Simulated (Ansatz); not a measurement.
Starting cell, Mo₂C (space group Pbcn):

```
CELL_PARAMETERS angstrom
      4.67985     0.00000     0.00000
      0.00000     5.97905     0.00000
      0.00000     0.00000     5.15003
ATOMIC_POSITIONS crystal
  Mo 0.24551 0.87756 0.07966
  Mo 0.75449 0.12244 0.92034
  Mo 0.25449 0.62244 0.57966
  Mo 0.74551 0.37756 0.42034
  Mo 0.74551 0.62244 0.92034
  Mo 0.25449 0.37756 0.07966
  Mo 0.75449 0.87756 0.42034
  Mo 0.24551 0.12244 0.57966
  C  0.50000 0.87729 0.75000
  C  0.50000 0.12271 0.25000
  C  0.00000 0.62271 0.25000
  C  0.00000 0.37729 0.75000
```

A phonon eigenvector at Γ is frozen into this cell: atom i moves by Q times the vector below, so Q is the largest atomic displacement, in Å. The cell is held.

```json
[
 {"atom": "Mo1", "x": "-0.717", "y": "-0.697", "z": "-0.005"},
 {"atom": "Mo2", "x": "0.717", "y": "0.697", "z": "0.005"},
 {"atom": "Mo3", "x": "-0.717", "y": "-0.697", "z": "0.005"},
 {"atom": "Mo4", "x": "0.717", "y": "0.697", "z": "-0.005"},
 {"atom": "Mo5", "x": "-0.717", "y": "0.697", "z": "0.005"},
 {"atom": "Mo6", "x": "0.717", "y": "-0.697", "z": "-0.005"},
 {"atom": "Mo7", "x": "-0.717", "y": "0.697", "z": "-0.005"},
 {"atom": "Mo8", "x": "0.717", "y": "-0.697", "z": "0.005"},
 {"atom": "C9", "x": "-0.242", "y": "0.000", "z": "0.124"},
 {"atom": "C10", "x": "0.242", "y": "0.000", "z": "-0.124"},
 {"atom": "C11", "x": "-0.242", "y": "0.000", "z": "-0.124"},
 {"atom": "C12", "x": "0.242", "y": "0.000", "z": "0.124"}
]
```

The numbers are results of LDA (plane waves to 420 eV, PAW, scalar-relativistic; Ansatz, an electronic-structure program), not measurements. k mesh 8×7×7 (Γ-centred), Fermi-Dirac smearing 0.05 eV. E stands for the smeared free energy. With partly filled bands, energies and forces of such displacements shift with the k mesh and the smearing. Mo2C is run without spin polarisation. Mo2C was relaxed with its symmetry unable to fall. ΔE is measured from the undisplaced structure.

```
Q (Å)   ΔE (eV/cell)
------  ------------
-0.180         2.434
-0.120         1.037
-0.060         0.251
0.000          0.000
0.060          0.251
0.120          1.037
0.180          2.434
```

Which DFPT wavenumber at Γ belongs to this mode?
(A) 259 cm⁻¹
(B) 145 cm⁻¹
(C) 217 cm⁻¹
(D) 634 cm⁻¹

C, 217 cm⁻¹. The curvature of the scan gives 220 cm⁻¹

(A displaced cell: forces are minus the slopes of the energy, force constants its curvatures, and phonons follow from these.)
